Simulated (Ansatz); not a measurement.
System: Sr (fcc type), 1 atom in the cell.

Computed with PBE, plane waves, PAW datasets (earlier set, tuned by hand) (Ansatz).

Cutoff 350 eV; k-mesh 12×12×12 Γ-centred; Fermi–Dirac smearing of 0.1 eV; no spin polarisation.

```
CELL_PARAMETERS angstrom
0.00000 3.01000 3.01000
3.01000 0.00000 3.01000
3.01000 3.01000 0.00000
ATOMIC_POSITIONS crystal
Sr 0.00000 0.00000 0.00000
```

(1) What pressure does the calculation give?

Results:

(1) The pressure is 0.11 GPa, so at these settings the cell is compressed and would expand.

The stress includes the program's correction for the finite plane-wave basis.
